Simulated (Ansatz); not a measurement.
Al₂O₃:
```xyz
20
Lattice="7.0181 0.0000 0.0000 0.0000 4.7978 0.0000 0.0000 0.0000 4.9388" Properties=species:S:1:pos:R:3 pbc="T T T"
Al     2.7423     1.2097     0.1531
Al     4.2758     3.5882     4.7857
Al     0.7668     1.1893     2.6225
Al     6.2513     3.6086     2.3163
Al     6.2513     1.1893     4.7857
Al     0.7668     3.6086     0.1531
Al     4.2758     1.2097     2.3163
Al     2.7423     3.5882     2.6225
O      4.5904     0.5135     0.5035
O      2.4277     4.2844     4.4353
O      5.9367     1.8854     2.9729
O      1.0813     2.9124     1.9659
O      1.0813     1.8854     4.4353
O      5.9367     2.9124     0.5035
O      2.4277     0.5135     1.9659
O      4.5904     4.2844     2.9729
O      0.0000     0.2393     1.2347
O      0.0000     4.5586     3.7041
O      3.5090     2.1597     3.7041
O      3.5090     2.6382     1.2347
```

Relaxed with r²SCAN. Special points in fractions of this cell's reciprocal vectors: Γ (0.000, 0.000, 0.000); X (0.500, 0.000, 0.000); S (0.500, 0.500, 0.000); Y (0.000, 0.500, 0.000); Z (0.000, 0.000, 0.500); U (0.500, 0.000, 0.500); R (0.500, 0.500, 0.500); T (0.000, 0.500, 0.500).

Question: List the band energies nearest the valence-band maximum at these points for plane-wave PAW r²SCAN (Ansatz code).

Answer: In eV from the valence-band maximum; about four levels below and three above (degenerate sets whole), none deeper than 8.9 eV; points with the same levels are listed once.

| k | below | above |
|---|---|---|
| Γ | -0.58 -0.58 -0.19 -0.17 0.00 | 6.56 9.40 9.80 |
| X | -0.33 -0.33 -0.16 -0.16 | 8.07 8.07 10.58 10.58 |
| S | -0.32 -0.32 -0.26 -0.26 | 9.60 9.60 9.69 9.69 |
| Y | -0.54 -0.54 -0.15 -0.15 | 9.08 9.08 9.72 9.72 |
| Z | -0.33 -0.33 -0.13 -0.13 | 9.16 9.16 9.72 9.72 |
| U | -0.37 -0.37 -0.37 -0.37 | 9.59 9.59 9.59 9.59 |
| R | -0.56 -0.56 -0.56 -0.56 | 9.90 9.90 9.90 9.90 |
| T | -0.31 -0.31 -0.31 -0.31 | 10.16 10.16 10.16 10.16 |

Space group Pbcn. The first step of the workflow began from a Materials Project structure, measured or hypothetical; the Crystallography Open Database copy checked does not list it. It is not the phase usual at ambient conditions (space group No. 167). The r²SCAN relaxation kept the symmetry of its start; whether a distortion lowers the energy is not shown.

Potentials: the later of the program's two PAW sets.
